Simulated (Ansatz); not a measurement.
A: TaC (rock salt), a = 4.4759 Å, b = 4.4759 Å, c = 4.4759 Å, α = 90.00°, β = 90.00°, γ = 90.00°
B: SiC (zinc blende), a = b = c = 4.3797 Å, α = β = γ = 90.00°
C: CdSe (zinc blende), a = 6.1964 Å, b = 6.1964 Å, c = 6.1964 Å, α = 90.00°, β = 90.00°, γ = 90.00°
D: Mg2Si (antifluorite type, space group Fm-3m), a = b = c = 6.364 Å, α = β = γ = 90.00°
E: BAs (zinc blende), a = b = c = 4.8094 Å, α = β = γ = 90.00°

Scan: energy against volume (even scaling of the relaxed cell, symmetry kept). All come from one method, each on a k mesh of its own. All were relaxed with their symmetry unable to fall. Spin-orbit coupling is left out. TaC is run without spin polarisation. The PAW data are Ansatz's earlier set.

### Question
Rank these by bulk modulus (fitted) (lowest first), as PBE (plane waves to 420 eV, PAW, scalar-relativistic; Ansatz, an electronic-structure program) gives it.

### Answer
C (44.7 GPa), D (54.0 GPa), E (131 GPa), B (213 GPa), A (324 GPa)

(Under strain, the slope of the energy per volume gives the stress and its curvature an elastic modulus.)
